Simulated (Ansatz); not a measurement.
# Competing spin states in Na3Mn2SbO6

```
CELL_PARAMETERS angstrom
2.74493 -4.74205 0.00000
2.74493 4.74205 0.00000
-1.85791 0.00000 5.40024
ATOMIC_POSITIONS crystal
Na 0.50000 0.50000 0.50000
Na 0.16720 0.83280 0.50000
Na 0.83280 0.16720 0.50000
Mn 0.33360 0.66640 0.00000
Mn 0.66640 0.33360 0.00000
Sb 0.00000 0.00000 0.00000
O 0.94300 0.63160 0.79060
O 0.36840 0.05700 0.20940
O 0.05700 0.36840 0.20940
O 0.63160 0.94300 0.79060
O 0.75790 0.75790 0.19610
O 0.24210 0.24210 0.80390
```

Method: r2SCAN with U_eff = 2.7 eV on Mn d (all-electron-ortho-atomic projectors) in Ansatz 0.2.0, PAW datasets, plane waves to 500 eV, 5×5×4 Γ-centred mesh, fermi-dirac occupations of width 0.050 eV. The atoms are fixed and numbered as listed; spin is collinear, without spin-orbit coupling.

The cycle has several fixed points for this cell. Moments (μB):

```csv
state,Mn4,Mn5,other atoms together,size of the net moment a cell
A,4.25,-4.25,0.00,0.00
B,0.00,0.00,0.00,0.00
C,4.26,4.26,0.37,10.00
```

Site moments are taken in small spheres that don't touch (radius about 0.4 of the atom's shortest bond), so those of the magnetic atoms read low, and they needn't add up to the net moment. State B was run without spin polarisation.

Problem. Rank the states by energy at zero smearing.

Solution. State A (antiparallel, compensated) is lowest; C (parallel moments) lies 2.5 meV above it, B (without moments) lies 694 meV above it, all counted an atom of the cell.

Problem. Which states have a gap on the mesh, and what pressure does each exert on this cell?

Solution. A: gap 1.91 eV, 1.7 GPa; B: gap 0.29 eV, -9.6 GPa; C: gap 1.64 eV, 1.8 GPa (positive in compression). Moments take up room: without them the pressure is lower, so that state wants a smaller cell.

Problem. Compare the parallel order C with the antiparallel order A.

Solution. Between C and A the moments keep their size (4.26 against 4.25 μB in the mean), so the difference mostly measures the exchange between the flipped sites: the antiparallel order gains 15 meV for each Mn atom. The nearest flipped pair stands 3.16 Å apart. Flipped pairs are linked through O; the widest Mn–O–Mn angle among the nearer links is 93°, at 3.16 Å between the metal atoms.

Problem. How much does the cell gain by forming moments?

Solution. 694 meV an atom of the cell, or 4164 meV for each Mn atom, against state B, which has none. A run without spin would miss this and give wrong energies and forces. That state isn't the paramagnet, which keeps its moments, so this is no ordering energy, and a U raises it further by its penalty on part-filled orbitals.

The cell is that of a Crystallography Open Database entry, unchanged.

Caveats: only orders that fit this cell and collinear spins were tried, so the true order may need a larger cell or canted moments; atoms and cell are not relaxed, and each state would relax in its own way; the U is a value in common use, not computed for this crystal; the k mesh is coarse, so differences of a few meV are uncertain where a state is a metal; one start a pattern, so a lower state of the same pattern may exist; the atoms stand off equilibrium, with forces up to 0.5 eV/Å.
